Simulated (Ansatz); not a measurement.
Input file for Ansatz (a program for electronic structure):

Ansatz 0.2 input:
```yaml
crystal:
  lattice:
    - [0.0, 2.9607617504, 2.9607617504]
    - [2.9607617504, 0.0, 2.9607617504]
    - [2.9607617504, 2.9607617504, 0.0]
  atoms:
    - { symbol: Pb, position: [0.0, 0.0, 0.0] }
    - { symbol: F, position: [0.25, 0.25, 0.25] }
    - { symbol: F, position: [0.75, 0.75, 0.75] }
kpoints:
  mp_grid: { grid: [7, 7, 7] }
hamiltonian:
  xc: r2scan
  pseudopotentials: { kind: paw }
scf:
  occupations: { method: fixed }
output:
  optics: { e_range: [0.0, 15.0], de: 0.05, sigma: 0.1, bands: { spectra_wanted_up_to: 12 eV } }
```

Output (shortened):

```
output.optics: the spectra are integrated over the Brillouin zone by k·p interpolation around the k-points, where levels, occupations, output.optics.sigma and …
Pseudopotential: Pb, paw, valence charge 14
Pseudopotential: F, paw, valence charge 7
Functional definition: r2SCAN
Crystal: 3 atoms, lattice volume = 51.909 Å³
Basis set: ecut = 500 eV, 1363 PW (Γ), exchange–correlation on 128×128×128 points (64 copies of the dense FFT grid, shifted against one another)
Bands: 18, of which v1, the nominal top of the filled ones, is band 14 counted from 1 (13 counted from 0)
Symmetry: 48 space group operations
Space group: Fm-3m (ITA 225), of the structure as read, at distance tolerance 3.7e-5 Å
k-points: 20 of 343
SCF iter   1: F=—  HF=-13542.208906 eV  |F-HF|=—  |Δ(HF+E_count)|=         —  Δρ=9.36e-3  dr2=4.13e-2  dr2_τ=5.63e-2  ethr=1.77e-3  ⟨swp⟩=5.0  Hψ=1529  notcnv=0  defer=31
preconditioner: auto → none
SCF iter   2: F=—  HF=-13542.239359 eV  |F-HF|=—  |Δ(HF+E_count)|=   3.05e-2  Δρ=5.57e-3  dr2=5.49e-3  dr2_τ=1.44e-3  ethr=1.47e-4  ⟨swp⟩=2.0  Hψ=850  notcnv=0  defer=30
SCF iter   3: F=—  HF=-13542.238231 eV  |F-HF|=—  |Δ(HF+E_count)|=   1.13e-3  Δρ=1.51e-3  dr2=8.78e-4  dr2_τ=1.01e-4  ethr=1.96e-5  ⟨swp⟩=2.9  Hψ=709  notcnv=0  defer=33
SCF iter   4: F=—  HF=-13542.238047 eV  |F-HF|=—  |Δ(HF+E_count)|=   1.84e-4  Δρ=5.61e-4  dr2=5.70e-5  dr2_τ=1.24e-5  ethr=3.13e-6  ⟨swp⟩=2.4  Hψ=487  notcnv=0  defer=33
SCF iter   5: F=—  HF=-13542.238041 eV  |F-HF|=—  |Δ(HF+E_count)|=   5.50e-6  Δρ=9.44e-5  dr2=1.42e-6  dr2_τ=3.31e-7  ethr=2.04e-7  ⟨swp⟩=2.0  Hψ=461  notcnv=0  defer=16
SCF iter   6: F=—  HF=-13542.238042 eV  |F-HF|=—  |Δ(HF+E_count)|=   3.79e-7  Δρ=1.88e-5  dr2=1.70e-7  dr2_τ=7.88e-9  ethr=5.07e-9  ⟨swp⟩=2.0  Hψ=600  notcnv=0  defer=5
SCF iter   7: F=—  HF=-13542.238042 eV  |F-HF|=—  |Δ(HF+E_count)|=   1.28e-8  Δρ=2.75e-6  dr2=3.52e-9  dr2_τ=1.50e-10  ethr=6.08e-10  ⟨swp⟩=2.5  Hψ=566  notcnv=0  defer=6
SCF iter   8: F=-13542.238042 eV  HF=-13542.238042 eV  |F-HF|=3.64e-12  |Δ(HF+E_count)|=  4.20e-10  Δρ=9.35e-8  dr2=2.29e-12  dr2_τ=3.78e-13  ethr=1.00e-12  ⟨swp⟩=4.5  Hψ=1660  notcnv=0
SCF 1 converged in 8 iterations: F = -13542.238042 eV  dr2 = 2.29e-12
NSCF: frozen V_eff on 20 k-points
Optics k sum: 0 of 20 k-points
Optics k sum: 1 of 20 k-points
Optics k sum: 2 of 20 k-points
Optics k sum: 3 of 20 k-points
Optics k sum: 4 of 20 k-points
Optics k sum: 5 of 20 k-points
Optics k sum: 6 of 20 k-points
Optics k sum: 7 of 20 k-points
Optics k sum: 8 of 20 k-points
Optics k sum: 9 of 20 k-points
Optics k sum: 10 of 20 k-points
Optics k sum: 11 of 20 k-points
Optics k sum: 12 of 20 k-points
Optics k sum: 13 of 20 k-points
Optics k sum: 14 of 20 k-points
Optics k sum: 15 of 20 k-points
Optics k sum: 16 of 20 k-points
Optics k sum: 17 of 20 k-points
Optics k sum: 18 of 20 k-points
Optics k sum: 19 of 20 k-points
Optics k sum: 20 of 20 k-points
Optics k sum: 0 of 20 k-points
Optics k sum: 1 of 20 k-points
Optics k sum: 2 of 20 k-points
Optics k sum: 3 of 20 k-points
Optics k sum: 4 of 20 k-points
Optics k sum: 5 of 20 k-points
Optics k sum: 6 of 20 k-points
Optics k sum: 7 of 20 k-points
Optics k sum: 8 of 20 k-points
Optics k sum: 9 of 20 k-points
Optics k sum: 10 of 20 k-points
Optics k sum: 11 of 20 k-points
Optics k sum: 12 of 20 k-points
Optics k sum: 13 of 20 k-points
Optics k sum: 14 of 20 k-points
Optics k sum: 15 of 20 k-points
Optics k sum: 16 of 20 k-points
Optics k sum: 17 of 20 k-points
Optics k sum: 18 of 20 k-points
Optics k sum: 19 of 20 k-points
Optics k sum: 20 of 20 k-points
NSCF: frozen V_eff on 1 k-points
NSCF: frozen V_eff on 1 k-points
NSCF: frozen V_eff on 1 k-points
NSCF: frozen V_eff on 1 k-points
output.optics: what the bands over the 28 summed would add to eps1, eps2 and the energy-loss function is held between a lower and an upper bound (9 Lanczos …
SCF converged after 8 iterations
Free energy (F): -13542.238042 eV
Harris-Foulkes:  -13542.238042 eV  (|F-HF|=3.64e-12)
Internal energy: -13542.238042 eV  (E = F + TS)
E sigma→0 (E₀):  -13542.238042 eV
Fermi energy:    4.684208 eV
--- Per-component energies (eV) ---
  E_band       = -144.385521
  E_kinetic    = 701.262349
  E_local      = -2256.571758  (includes V_loc(G=0)·N_el)
  E_nonlocal   = 496.493940
  E_hartree    = 869.380930
  E_xc         = -368.592502
  E_vxc        = -379.277468  (∫ρ·V_xc dr)
  E_paw        = -10834.111626  (= ΣΔE_a)
  E_vpaw       = -472.556393  (= ΣTr[D̂ρ^β])
  E_aug_tail   = 0.002129  (compensation charges beyond the density's cutoff)
  E_vtau       = 27.499871  (kinetic-family band-sum trace: ∫τ·v_τ [+ j·A + Jᵃ·Aᵃ] dr)
  E_ewald      = -2151.004222
  E_core_change = 0.902719  (= ΣΔE_core)
  E_smearing   =  0.000000  (= −TS)
  E_closure    =  0.000000  (closes the sum)
  Σ components = -13542.238042   (vs F -13542.238042, Δ=0.00e0)
  [band-id]    e_kinetic+e_local+e_nonlocal+2·e_hartree+e_vxc+e_vpaw+e_augmentation_tail+e_vtau = -144.385471   (vs E_band -144.385521, Δ=5.04e-5)
--- Band table (eV; the first three rows and the last of 20) ---
  k-point 0: bands = ["-17.7289", "-17.1388", "-10.2181", "-10.2181", "-10.2181", "-10.1739", "-10.1739", "0.1730", "2.0115", "2.0115", "2.0115", "2.5197", "2.5197", "2.5197", "12.0034", "12.0034", "12.0034", "15.3932"]
  k-point 1: bands = ["-17.6923", "-17.1715", "-10.2106", "-10.2106", "-10.1786", "-10.1734", "-10.1734", "-0.2163", "1.8730", "1.9765", "1.9765", "2.4862", "2.4862", "3.0831", "11.2550", "12.1744", "12.1744", "16.6104"]
  k-point 2: bands = ["-17.5992", "-17.2544", "-10.2047", "-10.2047", "-10.1610", "-10.1610", "-10.0923", "-0.8267", "1.6740", "1.9000", "1.9000", "2.4106", "2.4106", "3.9668", "10.4313", "12.5687", "12.5687", "18.0071"]
  k-point 19: bands = ["-17.4172", "-17.4087", "-10.1951", "-10.1651", "-10.1373", "-10.0755", "-10.0557", "-1.7027", "0.8615", "1.5966", "2.0555", "2.8363", "2.9536", "4.6842", "11.0062", "11.4478", "12.7888", "15.1580"]
```

Cost: roughly 18 core-seconds on shared cores.

The cell was relaxed with r²SCAN under the symmetry of its start; phonons on a q-mesh show no instability. Scalar-relativistic: spin–orbit coupling is off unless named, which matters more the heavier the elements.

Potentials: the later of the program's two PAW sets.

Ansatz is a plane-wave DFT program.
